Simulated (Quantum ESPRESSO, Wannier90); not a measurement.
**Wannier functions of NaF (rock salt)**

```
CELL_PARAMETERS angstrom
      0.00000     2.28590     2.28590
      2.28590     0.00000     2.28590
      2.28590     2.28590     0.00000
ATOMIC_POSITIONS crystal
  Na 0.00000 0.00000 0.00000
  F  0.50000 0.50000 0.50000
```

Structure: Materials Project mp-682, symmetrised, not relaxed again. COD (Crystallography Open Database) has an entry of this formula and space group (matched by these alone). Level: PBEsol, no spin polarisation, no spin-orbit coupling; pw.x of Quantum ESPRESSO at 71 Ry with PseudoDojo potentials, 10×10×10 k-points, Wannier90. Density: 12×12×12 mesh, cold smearing 0.01 Ry.

Functional, cutoff and mesh named above are those of the base row (PBEsol); the first column says what each row takes instead. Model: 3 functions from bands 6-8, start SCDM (isolated) (the valence bands). Energies are relative to the valence-band maximum; the misfit is to pw.x on a path, for all bands of the set. The functional changes, each with its own PseudoDojo files and their cutoffs, on the same cell. Ω_total can sit in another minimum from row to row; Ω_I of an isolated set cannot.

| functional | Ω_I (Å²) | Ω_total (Å²) | rms misfit (meV) | gap (eV) | bottom of band 6 (eV) |
|---|---|---|---|---|---|
| LDA | 1.88 | 1.89 | 0.2 | 6.21 | -1.74 |
| PBE | 1.84 | 1.84 | 0.2 | 6.57 | -1.66 |
| PBEsol | 1.86 | 1.86 | 0.2 | 6.42 | -1.69 |
